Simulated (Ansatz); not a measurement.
Ansatz input file:

```yaml
crystal:
  lattice:
    - [2.9475870139, 0.0, 0.0]
    - [0.0, 2.9475870139, 0.0]
    - [0.0, 0.0, 2.9475870139]
  atoms:
    - { symbol: Zn, position: [0.5, 0.5, 0.5] }
    - { symbol: Cu, position: [0.0, 0.0, 0.0] }
basis:
  ecutwfc: 500
kpoints:
  mp_grid: { grid: [14, 14, 14] }
hamiltonian:
  xc: r2scan
scf:
  occupations: { method: gaussian, width: 0.1 }
output:
  forces: true
  stress: true
  eigenvalues: true
```

Run as
```bash
ansatz run input.yaml --threads 1 --pin off --max-ram 2560MiB --backend cpu --events-out ev --progress --plain --runs-dir out
```

Theory: DFT r2SCAN, scalar-relativistic, plane waves, PAW (Ansatz).

Part of what the program printed, abridged (final results; tables in files aren't shown):

```
SCF 1 converged in 8 iterations: F = -9957.121627 eV  dr2 = 6.31e-9
SCF converged after 8 iterations
Free energy (F): -9957.121627 eV
Harris-Foulkes:  -9957.121627 eV  (|F-HF|=5.66e-9)
Internal energy: -9957.120123 eV  (E = F + TS)
E sigma→0 (E₀):  -9957.120875 eV
Entropy (-TS):   -0.001504 eV (-0.752 meV/atom)
Fermi energy:    14.276720 eV
--- Per-component energies (eV) ---
  E_band       = -351.287385
  E_kinetic    = 430.428101
  E_local      = -5813.376682  (includes V_loc(G=0)·N_el)
  E_nonlocal   = 1010.411984
  E_hartree    = 2543.076729
  E_xc         = -208.449952
  E_vxc        = -179.599003  (∫ρ·V_xc dr)
  E_paw        = -3525.638056  (= ΣΔE_a)
  E_vpaw       = -897.491458  (= ΣTr[D̂ρ^β])
  E_aug_tail   = 0.000112  (compensation charges beyond the density's cutoff)
  E_vtau       = 12.193731  (kinetic-family band-sum trace: ∫τ·v_τ [+ j·A + Jᵃ·Aᵃ] dr)
  E_ewald      = -4393.088633
  E_core_change = -0.483727  (= ΣΔE_core)
  E_smearing   = -0.001504  (= −TS)
--- Forces (eV/Å), atoms counted from 1 ---
  atom   1  Zn     0.00000000     0.00000000     0.00000000
  atom   2  Cu     0.00000000     0.00000000     0.00000000
--- Stress (GPa, compression-positive) ---
       -3.727444       0.000000       0.000000
        0.000000      -3.727444       0.000000
        0.000000       0.000000      -3.727444
  P = ⅓ Tr σ = -3.7274 GPa (-37.274 kbar)
--- Band table (eV; the first three rows and the last of 120) ---
  k-point 0: bands = ["-102.5812", "-58.4006", "-58.4006", "-58.4006", "3.5080", "6.1468", "6.1468", "6.8752", "6.8752", "6.8752", "10.5789", "10.5789", "11.4776", "11.4776", "11.4776", "20.8394", "20.8394", "20.8394", "25.7671", "25.7671"]
  k-point 1: bands = ["-102.5812", "-58.4011", "-58.4005", "-58.4005", "3.6045", "6.1579", "6.1670", "6.8667", "6.8667", "6.8792", "10.5736", "10.5875", "11.4457", "11.4457", "11.4740", "19.8970", "20.9853", "20.9853", "25.8184", "26.3517"]
  k-point 2: bands = ["-102.5811", "-58.4025", "-58.4004", "-58.4004", "3.8908", "6.1894", "6.2260", "6.8429", "6.8429", "6.8905", "10.5584", "10.6062", "11.3590", "11.3590", "11.4640", "18.0872", "21.4130", "21.4130", "25.9738", "26.8026"]
  k-point 119: bands = ["-102.5796", "-58.4091", "-58.4091", "-58.4091", "6.2737", "6.2737", "6.2737", "7.1694", "7.1694", "9.8505", "9.8505", "9.8505", "11.7241", "11.7241", "18.6249", "18.7256", "18.7256", "18.7256", "18.9410", "18.9410"]
```

The run converged.

It took 7.5 s on 1 thread of Arm Neoverse V2 (shared host), peak memory 0.41 GiB.